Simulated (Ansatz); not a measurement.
SrZrO$_{3}$ (cubic perovskite)

```yaml
crystal:
  lattice:
    - [4.09575, 0.00000, 0.00000]
    - [0.00000, 4.09575, 0.00000]
    - [0.00000, 0.00000, 4.09575]
  atoms:
    - { symbol: Sr, position: [0.50000, 0.50000, 0.50000] }
    - { symbol: Zr, position: [0.00000, 0.00000, 0.00000] }
    - { symbol: O, position: [0.00000, 0.50000, 0.00000] }
    - { symbol: O, position: [0.50000, 0.00000, 0.00000] }
    - { symbol: O, position: [0.00000, 0.00000, 0.50000] }
```

The slice is a {210} plane (indices of the conventional cell) through the point (0.500, 0.000, 0.000) (fractional), spanned by u = [100] and v = [021] in vectors of this cell: u (4.10 Å) and v (9.16 Å, at 90° to u). It covers one period; positions are fractions (u, v).

The numbers are results of LDA (plane waves to 420 eV, PAW, scalar-relativistic; Ansatz, a first-principles code), not measurements. k mesh 8×8×8. These are valence fields of a PAW run, semicore shells included where kept as valence: close to a nucleus they are smooth pseudo fields. SrZrO3 is run without spin polarisation. SrZrO3 was relaxed with its symmetry unable to fall. This is a high-temperature form of SrZrO3.

Predict the map of the electron localisation function (ELF) on the slice.


```
|xx@@@@::**@@xxxx@@**::@@@@|
|@@@@%%..::%%@@@@%%::..%%@@|
|####==    ..::::..    ==##|
|....    ..::::::::..    ..|
|        --**####**--      |
|--::    --**%%%%**--    ::|
|%%##::  ..++####++..  ::##|
|@@@@++    ::----::    ++@@|
|@@@@++                ++@@|
|##**::    ........    ::**|
|::..    ::**####**::    ..|
|      ::##@@@@@@@@##::    |
|      ++@@@@xxxx@@@@++    |
|    ..**@@@@xxxx@@@@**..  |
|      ++@@@@xxxx@@@@++    |
|      ::##@@@@@@@@##::    |
|::..    ::**####**::    ..|
|##**::    ........    ::**|
|@@@@++                ++@@|
|@@@@++    ::----::    ++@@|
|%%##::  ..++####++..  ::##|
|--::    --**%%%%**--    ::|
|        --**####**--      |
|....    ..::::::::..    ..|
|####==    ..::::..    ==##|
|@@@@%%..::%%@@@@%%::..%%@@|
|xx@@@@::**@@xxxx@@**::@@@@|
|xxxx@@::##@@xxxx@@##::@@xx|
```
Scale: ten equal steps from 0.01 (start of ' ') to 0.82 (end of '@'), in the order ' .:-=+*#%@'. Values: electron localisation function (ELF). The map has 13 points along u (two characters each, u = 0 at the left) and 28 along v (v = 0 in the bottom row). Points within 0.4 Å of a nucleus are blanked (x), as the pseudised field means little there.
